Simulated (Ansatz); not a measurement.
SrAs₂Ru₂:
```
SrAs2Ru2
1.0
   -2.08453     2.08453     5.71211
    2.08453    -2.08453     5.71211
    2.08453     2.08453    -5.71211
Sr As Ru
1 2 2
Cartesian
  0.00000   0.00000   0.00000
  0.00000   0.00000   7.35075
  0.00000   0.00000   4.07347
  2.08453   0.00000   2.85606
  0.00000   2.08453   2.85606
```

Relaxed with r²SCAN. Special points in fractions of this cell's reciprocal vectors: Γ (0.000, 0.000, 0.000); X (0.000, 0.000, 0.500); P (0.250, 0.250, 0.250); N (0.000, 0.500, 0.000); M (0.500, 0.500, -0.500); S (0.283, 0.717, -0.283); S0 (-0.283, 0.283, 0.283); R (-0.067, 0.067, 0.500); G (0.500, 0.500, -0.067).

Question: List the band energies nearest the Fermi level at these points for the program Ansatz at the r²SCAN level (PAW).

Answer: In eV from the Fermi level; about four levels below and three above (degenerate sets whole), none deeper than 8.9 eV; points with the same levels are listed once.

| k | below | above |
|---|---|---|
| Γ | -0.94 -0.36 -0.15 -0.15 | 1.09 1.23 2.43 |
| X | -0.83 -0.77 -0.76 -0.64 | 1.39 1.52 4.93 |
| P | -0.88 -0.88 -0.76 -0.76 -0.65 | 1.46 1.46 5.31 |
| N | -2.03 -2.01 -1.35 -0.91 | 1.34 1.60 2.10 |
| M | -3.40 -3.40 -1.75 -0.36 | 0.11 0.11 0.37 |
| S | -1.84 -1.78 -1.60 -0.21 | 1.09 1.39 2.69 |
| R | -0.79 -0.67 -0.56 -0.32 | 1.40 1.59 4.96 |

Space group I4/mmm. The workflow started from a Materials Project entry (that database holds measured and hypothetical structures alike); the Crystallography Open Database copy checked does not list it. Whether it is the stable phase at ambient conditions was not checked. The r²SCAN relaxation kept the symmetry of its start; its stability against distortions is not shown here. No spin polarisation was allowed. Spin–orbit coupling is left out wherever it is not named.

Potentials: the later of the program's two PAW sets.
